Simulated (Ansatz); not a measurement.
MgS:
```cif
data_Mg4S4
_chemical_formula_sum 'S4 Mg4'
_space_group_name_H-M_alt 'Fm-3m'
_space_group_IT_number 225
_space_group_name_Hall '-F 4 2 3'
_cell_length_a 5.22970
_cell_length_b 5.22970
_cell_length_c 5.22970
_cell_angle_alpha 90.000
_cell_angle_beta 90.000
_cell_angle_gamma 90.000
loop_
_atom_site_label
_atom_site_type_symbol
_atom_site_symmetry_multiplicity
_atom_site_Wyckoff_symbol
_atom_site_fract_x
_atom_site_fract_y
_atom_site_fract_z
_atom_site_occupancy
S1 S 4 a 0.00000 0.00000 0.00000 1
Mg1 Mg 4 b 0.50000 0.50000 0.50000 1
```
(The calculation used a cell of 2 atoms; values per cell refer to that cell.)

Relaxed with PBE.

Q: Give the optical modes at the zone centre with their infrared and Raman activity from DFPT, the program Ansatz at the PBE level (PAW).

A: Transverse frequencies, without the LO–TO term; a row sums one degenerate level.

```tsv
ω (cm⁻¹)	degeneracy	IR ((D/Å)²/amu)	Raman (Å⁴/amu)	activity	symmetry
224	3	27.54	0	IR	T1u
```

Q: How high does the top mode go among those that the LO–TO term moves?

A: 389 cm⁻¹ for q along x.

Symmetry was held in the PBE relaxation; phonons on a q-mesh show no instability.

Potentials: the later of the program's two PAW sets.
